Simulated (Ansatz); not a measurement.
Values for one crystal, relaxed and computed with DFT-PBEsol in the program Ansatz with PAW potentials; other levels are named.

| Property | Result |
|---|---|
| Volume per atom | 21.29 Å³ |
| Band gap | 0.27 eV (indirect) |
| Gap with spin–orbit coupling | 0.23 eV |
| Highest zone-centre frequency (without LO–TO term) | 480 cm⁻¹ |
| Elastic constants (relaxed ions, GPa) | C11 = 165, C22 = 165, C33 = 136, C12 = 26.8, C13 = 52.5, C23 = 53.9, C44 = 67.8, C55 = 67.9, C66 = 42.2 |
| Electron effective mass | 0.30, 0.42, 0.62 mₑ (principal values) |
| Electron effective mass with spin–orbit coupling | 0.30, 0.42, 0.62 mₑ (principal values) |

**Question.** Pick the material that matches.
A. SiO2, P3_121 (Si on 3a, O on 6c)
B. SiCO4, I-4 (Si on 2a, C on 2c, O on 8g)
C. SiGe, Pmma (Si on 2e, Ge on 2f)
D. SiC, 6H polytype

**Answer.** C, SiGe, Pmma (Si on 2e, Ge on 2f)

The start of the workflow was typed in or built on a structure type; neither database checked (COD, Materials Project) lists it. Its standing as an ambient phase is unchecked. The cell was relaxed with PBEsol under the symmetry of its start; its stability against distortions is not shown here. Scalar-relativistic: spin–orbit coupling is off unless named, which matters more the heavier the elements.

Potentials: the earlier of the program's two PAW sets. The files were generated under PBE; for other functionals the program regenerates the frozen cores, and for LDA and PBEsol the local potential too.
